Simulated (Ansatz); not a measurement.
With the program Ansatz at the PBE level (PAW), BiBN$_{2}$ in the trigonal phase (P3m1; Bi on 1b, N on 1b, B on 1c, N on 1c) relaxes to a = 3.031 Å, c = 6.139 Å. Against the elements it lies at 68 kJ/mol of atoms, with no fitted shifts.

Electronic character: metallic (no gap). Gap from PBE with spin–orbit coupling: none (metallic).

The bulk modulus is 83.4 GPa.

The start of the workflow was typed in or built on a structure type; neither database checked (COD, Materials Project) lists it. Its standing as an ambient phase is unchecked. The PBE relaxation kept the symmetry of its start; its stability against distortions is not shown here. The volume moved by 19 % from the start of the relaxation. Its formation energy is positive at this level, so the cell may be metastable or incomplete. The references are the lowest solids computed at this level, not always the standard phases (solids in place of the gases). Spin–orbit coupling is left out wherever it is not named.

Potentials: the earlier of the program's two PAW sets.
